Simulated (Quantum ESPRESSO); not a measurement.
Space group P4/nmm, origin choice 1 (No. 129); a = b = 3.8323 Å, c = 5.4467 Å, α = β = γ = 90.00°

| atom | site | symmetry | x | y | z |
|---|---|---|---|---|---|
| O | 2b | -4m2 | 0.5000 | 0.5000 | 0.5000 |
| F | 2a | -4m2 | 0.0000 | 0.0000 | 0.0000 |
| Y | 2c | 4mm | 0.0000 | 0.5000 | 0.2885 |

The geometry is that of Materials Project entry mp-10219, symmetrised and not relaxed again.

**Question.** What does LDA (Quantum ESPRESSO, PseudoDojo norm-conserving, 84 Ry, without SOC) give for the electronic structure near the Fermi level?

**Answer.** The LDA gap is indirect, 4.82 eV, from 50 % of the way from A to Z to Γ; the smallest direct gap is 5.07 eV. 

The structure is a Materials Project entry; no match was found in the copy of COD used, and its stability was not checked.
